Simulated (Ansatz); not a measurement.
NaI:
```
CELL_PARAMETERS angstrom
      0.00000     3.23022     3.23022
      3.23022     0.00000     3.23022
      3.23022     3.23022     0.00000
ATOMIC_POSITIONS crystal
  Na 0.00000 0.00000 0.00000
  I  0.50000 0.50000 0.50000
```

Relaxed with r²SCAN. Special points in fractions of this cell's reciprocal vectors: Γ (0.000, 0.000, 0.000); X (0.500, 0.000, 0.500); U (0.625, 0.250, 0.625); K (0.375, 0.375, 0.750); L (0.500, 0.500, 0.500); W (0.500, 0.250, 0.750).

Question: List the band energies nearest the valence-band maximum at these points for DFT-r²SCAN with spin–orbit coupling in the program Ansatz with PAW potentials.

Answer: In eV from the valence-band maximum; about four levels below and three above (degenerate sets whole), none deeper than 8.9 eV; points with the same levels are listed once.

```json
[
 {"k": "Γ", "below": "0.00 0.00 0.00 0.00", "above": "4.12 4.12 8.20 8.20 8.20 8.20"},
 {"k": "X", "below": "-1.29 -1.29 -0.82 -0.82", "above": "4.88 4.88 5.72 5.72"},
 {"k": "U", "below": "-1.59 -1.59 -0.85 -0.85", "above": "5.56 5.56 6.96 6.96"},
 {"k": "L", "below": "-0.91 -0.91 -0.31 -0.31", "above": "5.37 5.37 7.75 7.75"},
 {"k": "W", "below": "-1.53 -1.53 -1.13 -1.13", "above": "6.23 6.23 7.69 7.69"}
]
```

Space group Fm-3m (rock salt). The cell was relaxed with r²SCAN under the symmetry of its start.

Potentials: the later of the program's two PAW sets.
